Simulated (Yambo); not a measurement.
G0W0@LDA for TaAgO3 (space group R-3c, No. 167) in Yambo. Reference settings: 2×2×2 Γ-centred k mesh, bands 11 to 207 and a 7 Ry block in the screening, 207 bands in G with the Bruneval-Gonze terminator, plasmon pole fitted at 27.2 eV. The LDA gap L → F on this mesh is 1.89 eV; G0W0 gaps are taken between the same points.

The settings were changed. The gap went from 3.68 eV to 3.72 eV, and the shift of the valence edge from -0.63 eV to -0.57 eV.

Name the change that produced these shifts.
A. 72 bands in W, 72 bands in G, 2 Ry block
B. 167 bands in W, 167 bands in G, 6 Ry block
C. 72 bands in W, 72 bands in G, 3 Ry block
D. 72 bands in W, 72 bands in G, 4 Ry block

B, 167 bands in W, 167 bands in G, 6 Ry block. The others gave (gap, valence shift): 72 bands in W, 72 bands in G, 2 Ry block: 4.78, -0.98 eV; 72 bands in W, 72 bands in G, 3 Ry block: 4.61, -0.85 eV; 72 bands in W, 72 bands in G, 4 Ry block: 4.44, -0.72 eV.

Spin-orbit coupling is not included.

Geometry of the Materials Project entry, not relaxed at this level; primitive cell a = 5.651 Å, b = 5.651 Å, c = 5.651 Å, α = 59.12°, β = 59.12°, γ = 59.12°.

The structure is a Materials Project entry; no match was found in the copy of COD used, and its stability was not checked.

A shift is the quasiparticle energy of the state minus its LDA energy.
